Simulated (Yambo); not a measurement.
Yambo run on Ba2MgWO6 (space group Fm-3m, No. 225). The wavefunctions are PBEsol (pw.x of Quantum ESPRESSO, ONCV potentials, no spin-orbit coupling) ones on a 2×2×2 mesh (40 occupied bands); a = b = c = 5.824 Å, α = β = γ = 60.00°.

Yambo input:

```
rim_cut
gw0
dyson
el_el_corr
HF_and_locXC
cohsex
em1s
RandQpts= 1000000
RandGvec= 1 Ry
EXXRLvcs= 84 Ry
VXCRLvcs= 336 Ry
Chimod= "HARTREE"
% BndsRnXs
 3 | 214 |
%
NGsBlkXs= 7 Ry
% LongDrXs
 1.0 | 1.0 | 1.0 |
%
ExtendOut
% QPkrange
 1 | 1 | 40 | 40 |
 3 | 3 | 40 | 41 |
%
```

k points by index: 1 = Γ, 3 = X.

Resulting energies as the program prints them:

```
#    K-point    Band    Eo [eV]    E [eV]    E-Eo [eV]    Vxc [eV]    Vnlxc [eV]    Sc|Eo [eV]    Re(Z)    Im(Z)
#
    1    40    0.000000    -2.200621    -2.200621    -19.58570    -24.71102    2.924701    1.000000    0.000000
    3    40    -0.047671    -2.237703    -2.190031    -19.46073    -24.56262    2.911858    1.000000    0.000000
    3    41    2.734469    2.861675    0.127205    -16.24817    -10.77786    -5.343103    1.000000    0.000000
```
(The two width columns are left out.) Convergence of these settings isn't established.

Geometry of the Materials Project entry, not relaxed at this level.
